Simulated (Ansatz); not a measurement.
Values for one crystal, relaxed and computed with DFT-LDA in the program Ansatz with PAW potentials; other levels are named.

| Item | Value |
|---|---|
| Volume per atom | 24.76 Å³ |
| Band gap | 1.47 eV (indirect) |
| Formation energy from the elements (no fitted shifts) | -0.47 eV/atom |
| Bulk modulus (Birch–Murnaghan fit) | 26.3 GPa |
| Electron effective mass | 0.22, 0.34, 0.80 mₑ (principal values) |
| HSE06 gap on the LDA cell | 2.26 eV |
| Smallest direct gap on the standard path | 1.69 eV |

Problem. Which of these materials gives this?
(A) K2S, anti-fluorite
(B) SbSBr, Pnma (Sb on 4c, S on 4c, Br on 4c)
(C) Li2S, anti-fluorite
(D) GeSe, Pnma (Ge on 4c, Se on 4c)

Solution. B, SbSBr, Pnma (Sb on 4c, S on 4c, Br on 4c)

The first step of the workflow began from a Materials Project structure, measured or hypothetical; the Crystallography Open Database files this formula in space group No. 62, but the cells were not matched. Whether it is the stable phase at ambient conditions was not checked. The LDA relaxation kept the symmetry of its start; its stability against distortions is not shown here. A crystal of weakly bound chains computed without a dispersion correction: the cell and the soft elastic constants depend strongly on that. The references are the lowest solids computed at this level, not always the standard phases. Scalar-relativistic: spin–orbit coupling is off unless named, which matters more the heavier the elements.

Potentials: the later of the program's two PAW sets.
